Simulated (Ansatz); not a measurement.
All numbers below come from DFT PBE, scalar-relativistic, plane waves, PAW (Ansatz 0.2.0). The final run on the 6-atom cell used 420 eV, a Γ-centred 12×12×4 mesh, 0.02 eV smearing and no spin polarisation.

Formation energies are uncorrected and refer to the elements' standard structures at the same level. The references include black phosphorus.

Question: Suggest a trial structure for a trigonal semiconductor made of Ga, In and P, with a gap near 0.8 eV, a formation energy near −0.34 eV/atom and a density near 4.23 g/cm³, in a cell of 6 atoms. Its symmetry should be P3m1 (No. 156).

Answer: InGa2P3, space group P3m1 (No. 156). In has 4 P at 2.51–2.57 Å; Ga on its first site has 4 P at 2.37–2.43 Å; Ga on its second site has 4 P at 2.39–2.43 Å; P on its first site is surrounded by 1 Ga at 2.37 Å and 3 In at 2.51 Å; 2 more sites not described.

```xyz
6
Lattice="3.9975 0.0000 0.0000 -1.9988 3.4620 0.0000 0.0000 0.0000 9.8397" Properties=species:S:1:pos:R:3 pbc="T T T"
In    0.0000    2.3080    6.5439
Ga    0.0000    0.0000    0.0639
Ga    1.9988    1.1540    3.2094
P     0.0000    0.0000    7.5289
P     0.0000    2.3080    3.9714
P     1.9988    1.1540    0.8216
```

- Volume per atom: 22.70 Å³
- Density: 4.23 g/cm³
- Energy over the elements: −0.338 eV/atom
- Gap on the 12×12×4 mesh of the 6-atom cell: 0.78 eV

The structure comes from a generated guess, relaxed at this level; another structure or a mixture of phases may lie lower. The answer needn't be unique; the calculation gave this one.

Kohn–Sham gaps at this level usually fall short of measured ones. The reference form of P is held partly by dispersion forces, which this level lacks. A structure relaxed within its symmetry needn't be a true minimum.
